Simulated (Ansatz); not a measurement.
TiS$_{2}$:
```cif
data_S2Ti
_chemical_formula_sum 'Ti1 S2'
_space_group_name_H-M_alt 'P-3m1'
_space_group_IT_number 164
_space_group_name_Hall '-P 3 2"'
_cell_length_a 3.31482
_cell_length_b 3.31482
_cell_length_c 5.44654
_cell_angle_alpha 90.000
_cell_angle_beta 90.000
_cell_angle_gamma 120.000
loop_
_atom_site_label
_atom_site_type_symbol
_atom_site_symmetry_multiplicity
_atom_site_Wyckoff_symbol
_atom_site_fract_x
_atom_site_fract_y
_atom_site_fract_z
_atom_site_occupancy
Ti1 Ti 1 a 0.00000 0.00000 0.00000 1
S1 S 2 d 0.33333 0.66667 0.26093 1
```

Relaxed with LDA.

**Question.** Which orbitals make up the states near the Fermi level in DFT-LDA in the program Ansatz with PAW potentials?

**Answer.** Within 0.5 eV of the Fermi level: Ti 3d 56 %, S 3p 39 %. Projections are on Löwdin-orthogonalised atomic valence shells; empty p or d shells of many metals are not among them.

**Question.** Tabulate the density of states.

**Answer.** States/eV per cell of 3 atoms, in 0.25 eV bins, energy from the Fermi level.

```csv
E (eV),total,S 3p,Ti 3d,S 3s
-7.85,0.00,0.00,0.00,0.00
-7.60,0.00,0.00,0.00,0.00
-7.35,0.00,0.00,0.00,0.00
-7.10,0.00,0.00,0.00,0.00
-6.85,0.00,0.00,0.00,0.00
-6.60,0.00,0.00,0.00,0.00
-6.35,0.00,0.00,0.00,0.00
-6.10,0.00,0.00,0.00,0.00
-5.85,0.06,0.04,0.01,0.00
-5.60,0.92,0.65,0.16,0.01
-5.35,1.26,0.90,0.22,0.03
-5.10,1.73,1.27,0.30,0.04
-4.85,3.84,3.01,0.60,0.05
-4.60,2.41,1.87,0.39,0.05
-4.35,1.66,1.26,0.29,0.05
-4.10,1.40,1.04,0.22,0.06
-3.85,1.15,0.82,0.19,0.06
-3.60,1.85,1.28,0.36,0.09
-3.35,2.39,1.67,0.54,0.07
-3.10,3.43,2.42,0.83,0.06
-2.85,5.29,3.43,1.64,0.09
-2.60,4.33,2.68,1.49,0.08
-2.35,2.54,1.82,0.56,0.09
-2.10,2.27,1.70,0.43,0.07
-1.85,2.29,1.76,0.40,0.06
-1.60,2.55,2.03,0.40,0.05
-1.35,2.37,1.90,0.38,0.04
-1.10,1.68,1.31,0.30,0.03
-0.85,0.98,0.74,0.21,0.01
-0.60,0.70,0.53,0.15,0.01
-0.35,0.48,0.37,0.10,0.00
-0.10,0.49,0.29,0.18,0.00
0.15,0.89,0.26,0.58,0.02
0.40,1.41,0.30,1.03,0.03
0.65,2.61,0.46,2.02,0.04
0.90,2.16,0.39,1.68,0.02
1.15,1.31,0.29,0.98,0.00
1.40,1.99,0.55,1.38,0.01
1.65,4.13,0.80,3.25,0.02
1.90,4.10,0.59,3.41,0.02
2.15,4.62,0.72,3.75,0.02
2.40,0.74,0.18,0.53,0.00
2.65,0.00,0.00,0.00,0.00
2.90,0.07,0.02,0.04,0.00
3.15,2.19,0.64,1.32,0.10
3.40,4.05,1.44,2.23,0.10
3.65,2.78,1.05,1.49,0.08
3.90,2.52,0.94,1.34,0.09
4.15,2.26,0.77,1.22,0.11
4.40,1.46,0.48,0.79,0.09
4.65,0.62,0.20,0.33,0.04
```

The cell was relaxed with LDA under the symmetry of its start. The run is not spin-polarised. A crystal of weakly bound layers computed without a dispersion correction: the cell and the soft elastic constants depend strongly on that.

Potentials: the later of the program's two PAW sets.
